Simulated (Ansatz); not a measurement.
Ni: converged, but where?

System: Ni, a measured crystal structure (space group Fm-3m, primitive cell doubled); the cell holds 2 atoms. Source: COD entry 9012984; the sample's temperature and pressure aren't taken into account, and it need not be the stable phase.

Theory: Ansatz, DFT, PBE, PAW, plane waves, scalar-relativistic.

```yaml
crystal:
  lattice:
    - [3.5347, 1.76735, 1.76735]
    - [1.76735, 3.5347, 1.76735]
    - [1.76735, 1.76735, 3.5347]
  atoms:
    - { symbol: Ni, position: [0.0, 0.0, 0.0], spin: 2.0 }
    - { symbol: Ni, position: [0.5, 0.5, 0.5], spin: -2.0 }
magnetization:
  spin_polarized: true
hamiltonian:
  xc: pbe
  pseudopotentials: { kind: paw }
basis:
  ecutwfc: 420
kpoints:
  mp_grid: { grid: [12, 12, 12] }
scf:
  occupations: { method: fermi_dirac, width: 0.1 }
  lower_state_search: "off"
output:
  forces: true
  stress: true
```

Time: 7.6 s on 2 threads of x86-64 server CPU, on a shared host, peak memory 0.45 GiB.

The end of the output:

```
SCF converged after 16 iterations
Magnetization: 0.0000 μB (18.0000 up, 18.0000 down)
Absolute magnetization: 0.0001 μB (∫|ρ↑−ρ↓|, with the PAW one-centre terms)
Spin contamination: 0.0000 ħ² per cell (⟨S²⟩ above its minimum at these occupations)
Per-site moments (μB) at R_I (Å): [(-3.1222e-5, 1.0310), (3.1222e-5, 1.0310)]
Free energy (F): -11679.425265 eV
Harris-Foulkes:  -11679.425265 eV  (|F-HF|=3.64e-12)
Internal energy: -11679.250667 eV  (E = F + TS)
E sigma→0 (E₀):  -11679.337966 eV
Entropy (-TS):   -0.174599 eV (-87.299 meV/atom)
Fermi energy:    17.682774 eV
--- Forces (eV/Å), atoms counted from 1 ---
  atom   1  Ni    -0.00000000     0.00000000     0.00000000
  atom   2  Ni     0.00000000     0.00000000     0.00000000
--- Stress (GPa, compression-positive) ---
       -3.309481       0.079996       0.079996
        0.079996      -3.309481       0.079996
        0.079996       0.079996      -3.309481
  P = ⅓ Tr σ = -3.3095 GPa (-33.095 kbar)
```

A small moment in a metal is sensitive to the mesh and the smearing.

Site moments are taken inside atomic spheres and don't add up to the total.

Q: Has the SCF ended in the lowest solution? If not, by how much is it too high?

A: No. A state 34.6 meV/atom (0.069 eV per cell) lower exists in this cell: ferromagnetic, site moments Ni1 0.68, Ni2 0.68 μB, total 1.28 μB per cell, no gap on the k-mesh. It was reached from: parallel moments, default search for lower states [Ni1 2.00, Ni2 2.00 μB]; a moment on one site alone, plain SCF [Ni2 2.00 μB]. The wrong state matters: the pressure is -2.2 GPa there against -3.3 GPa here. This multiple of the primitive cell fits some opposed orders; other multiples fit others. “Lowest” means lowest among the runs made in this cell.
